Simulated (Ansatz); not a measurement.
VN (rock salt)

```xyz
2
Lattice="0.0000 2.0368 2.0368 2.0368 0.0000 2.0368 2.0368 2.0368 0.0000" Properties=species:S:1:pos:R:3 pbc="T T T"
N      0.0000     0.0000     0.0000
V      2.0368     2.0368     2.0368
```

The slice is a {100} plane (indices of the conventional cell) through the point (0.500, 0.500, 0.500) (fractional), spanned by u = [100] and v = [0 1 -1] in vectors of this cell: u (2.88 Å) and v (2.88 Å, at 90° to u). It covers one period; positions are fractions (u, v).

Computed with PBEsol (plane waves to 420 eV, PAW, scalar-relativistic; Ansatz, a quantum-chemistry and plane-wave program). k mesh 20×20×20. These are valence fields of a PAW run, semicore shells included where kept as valence: close to a nucleus they are smooth pseudo fields. The PAW data are Ansatz's earlier set. VN is run without spin polarisation. VN was relaxed with its symmetry unable to fall.

**Question.** What is the valence density on the shortest N–V line in this plane (2.04 Å), at its midpoint?

**Answer.** 0.61 e/Å³.

**Question.** Sketch the electrostatic potential energy of an electron, from the cell's mean on this plane as a map.

**Answer.** 
```
|xxxxxxxxxxxxxxxx  ==##@@@@@@##==  xxxxxxxxxxxxxx|
|xxxxxxxxxxxxxxxx  ++##@@@@@@##++  xxxxxxxxxxxxxx|
|xxxxxxxxxxxxxx  ..**%%@@@@@@%%**..  xxxxxxxxxxxx|
|xxxxxxxxxxxxxx  --**##%%@@%%##**--  xxxxxxxxxxxx|
|xxxxxxxxxxxx  ..==**xxxxxxxxxx**==..  xxxxxxxxxx|
|xxxxxxxxxx    --xxxxxxxxxxxxxxxxxx--    xxxxxxxx|
|xxxxxx    ..--xxxxxxxxxxxxxxxxxxxxxx--..    xxxx|
|      ..--==xxxxxxxxxxxxxxxxxxxxxxxxxx==--..    |
|====++******xxxxxxxxxxxxxxxxxxxxxxxxxx******++==|
|####%%%%%%xxxxxxxxxxxxxxxxxxxxxxxxxxxxxx%%%%%%##|
|@@@@@@@@@@xxxxxxxxxxxxxxxxxxxxxxxxxxxxxx@@@@@@@@|
|@@@@@@@@@@xxxxxxxxxxxxxxxxxxxxxxxxxxxxxx@@@@@@@@|
|@@@@@@@@@@xxxxxxxxxxxxxxxxxxxxxxxxxxxxxx@@@@@@@@|
|####%%%%%%xxxxxxxxxxxxxxxxxxxxxxxxxxxxxx%%%%%%##|
|====++******xxxxxxxxxxxxxxxxxxxxxxxxxx******++==|
|      ..--==xxxxxxxxxxxxxxxxxxxxxxxxxx==--..    |
|xxxxxx    ..--xxxxxxxxxxxxxxxxxxxxxx--..    xxxx|
|xxxxxxxxxx    --xxxxxxxxxxxxxxxxxx--    xxxxxxxx|
|xxxxxxxxxxxx  ..==**xxxxxxxxxx**==..  xxxxxxxxxx|
|xxxxxxxxxxxxxx  --**##%%@@%%##**--  xxxxxxxxxxxx|
|xxxxxxxxxxxxxx  ..**%%@@@@@@%%**..  xxxxxxxxxxxx|
|xxxxxxxxxxxxxxxx  ++##@@@@@@##++  xxxxxxxxxxxxxx|
|xxxxxxxxxxxxxxxx  ==##@@@@@@##==  xxxxxxxxxxxxxx|
|xxxxxxxxxxxxxxxx  ==##@@@@@@##==  xxxxxxxxxxxxxx|
```
Scale: ten equal steps from 2.00 (start of ' ') to 10.62 (end of '@'), in the order ' .:-=+*#%@'. Values: electrostatic potential energy of an electron, from the cell's mean, in eV. The map has 24 points along u (two characters each, u = 0 at the left) and 24 along v (v = 0 in the bottom row). Points within 0.9 Å of a nucleus are blanked (x), as the pseudised field means little there. Values under 2 eV are set to 2. The zero, the cell's mean, hangs on the PAW cores.
